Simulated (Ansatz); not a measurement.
**MnHg: spin order and energy**

```xyz
2
Lattice="3.2880 0.0000 0.0000 0.0000 3.2880 0.0000 0.0000 0.0000 3.3130" Properties=species:S:1:pos:R:3 pbc="T T T"
Mn    1.6440    1.6440    1.6565
Hg    0.0000    0.0000    0.0000
```

Atom numbers follow the list: Mn1, Hg2.

The cell is COD entry 1522568, as deposited and not checked against the literature; nothing was relaxed.

Other magnetic orders may lie lower; this is the state that the run reached.

Computed with DFT, PBE, all-electron LAPW, scalar-relativistic (Ansatz 0.2.0).

Settings: a Γ-centred 10×10×10 k mesh, Fermi–Dirac smearing of 0.05 eV, basis error target 0.5 meV/atom. PBE unless a row says otherwise.

Energies are extrapolated to zero smearing; site moments are those inside atomic spheres.

| run | E − E(first) (meV/atom) | spin moment Mn1 (μB) | cell spin moment (μB) | gap (eV) | P (GPa) |
| --- | --- | --- | --- | --- | --- |
| ferromagnetic start | 0 | 3.89 | 3.86 | none | 1.6 |
| no spin polarisation | ? | 0 | 0 | none | ? |
| spin-orbit coupling on | – | – | 3.87 | none | ? |

Q: What belongs in the row "no spin polarisation", column "E − E(first) (meV/atom)"?

A: 695.

Q: What belongs in the row "spin-orbit coupling on", column "P (GPa)"?

A: 0.8.

Q: Fill in "P (GPa)" for the row "no spin polarisation".

A: -14.0.

From all-electron PAW (datasets made for this crystal), the contact spin densities (averaged over the Thomson radius about each nucleus) in the first state are Mn1 -2.53, Hg2 -27.77 e/Å³ (up less down).

Q: What Fermi-contact hyperfine field is that at Hg2?

A: B = (2μ0/3) μB ρs(0) = 7.769 T·Å³ × (-27.77) = -215.8 T, opposed to the magnetisation of the spin-up electrons. Orbital and dipolar fields aren't included.
